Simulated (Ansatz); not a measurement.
The relaxed structure here is a generated cell of Li: the first start was made by placing the elements on the sites of a structure type, and the end was not matched to a known phase here, so it may be hypothetical. Known forms of Li include space group No. 229.

A relaxed structure of Li. Space group P6/mmm (No. 191). Computed with r2SCAN (plane waves to 500 eV, PAW, scalar-relativistic; Ansatz, a quantum-chemistry and plane-wave program).

Space group P6/mmm (No. 191); a = b = 4.9791 Å, c = 2.9344 Å, α = β = 90.00°, γ = 120.00°

```csv
atom,site,symmetry,x,y,z
Li,1a,6/mmm,0.0000,0.0000,0.0000
Li,2d,-6m2,0.3333,0.6667,0.5000
```

| Quantity | Result |
|---|---|
| Volume per atom | 21.00 Å³ |
| Density | 0.55 g/cm³ |
| Band gap | no gap (metallic) |
| Shortest distances | Li–Li 2.87 Å |
| k-mesh | 11×11×16 |

Band energies at high-symmetry points (eV from the Fermi level; labels of this space group; no spin-orbit coupling), from −5 eV up to 2.0 eV:

```
point           energies
-----  -----------------
Γ                  -3.89
M       -2.23 -2.20 0.15
K      -1.71 -1.67 -1.67
A             -0.59 0.07
L              0.64 0.77
H         0.90 1.35 1.35
```

No spin polarisation in the result.

The run could not lower the symmetry of its start; a shaken copy of this end point relaxes with r2SCAN to I4/mmm (No. 139), 0.01 eV/atom lower.
